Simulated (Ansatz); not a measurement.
Starting structure of a cell relaxation (symmetry kept):

```
Ta
1.0
     0.00000    2.11151    2.11151
     2.11151    0.00000    2.11151
     2.11151    2.11151    0.00000
Ta
1
Direct
  0.00000 0.00000 0.00000
```

Theory: DFT LDA, scalar-relativistic, plane waves, PAW in Ansatz.

Plane waves to 420 eV, a k mesh through Γ of 18×18×18 on the computed 1-atom cell and Gaussian smearing (0.10 eV); no spin polarisation.

Problem. What does it relax to?

Solution. The volume falls by 1.09 Å³/atom to 17.74 Å³/atom, and the energy falls by 39.9 meV/atom. Final structure:
```
CELL_PARAMETERS angstrom
0.00000 2.07006 2.07006
2.07006 0.00000 2.07006
2.07006 2.07006 0.00000
ATOMIC_POSITIONS crystal
Ta 0.00000 0.00000 0.00000
```

Course of the relaxation (steps run on the plane waves of an earlier cell, and the basis is chosen afresh near the end, so energy and pressure can step there; trial steps that raised the energy were taken back; energies are free energies):

```json
{"step": "1", "E − E_final (meV/atom)": "39.9", "P (GPa)": "-11.20", "V (Å³/atom)": "18.83"}
{"step": "2", "E − E_final (meV/atom)": "100.3", "P (GPa)": "22.65", "V (Å³/atom)": "16.21"}
{"step": "3", "E − E_final (meV/atom)": "0.4", "P (GPa)": "-1.53", "V (Å³/atom)": "17.87"}
{"step": "4", "E − E_final (meV/atom)": "-0.2", "P (GPa)": "0.14", "V (Å³/atom)": "17.73"}
{"step": "5", "E − E_final (meV/atom)": "-0.2", "P (GPa)": "0.00", "V (Å³/atom)": "17.74"}
{"step": "6", "E − E_final (meV/atom)": "0.0", "P (GPa)": "-0.02", "V (Å³/atom)": "17.74"}
```

Spin–orbit coupling is left out, which can shift energies with elements as heavy as these.

Cost: 1 run of about 0.28 core-minutes, on Intel Xeon Platinum 8259CL (Skylake/Cascade Lake) (shared hosts).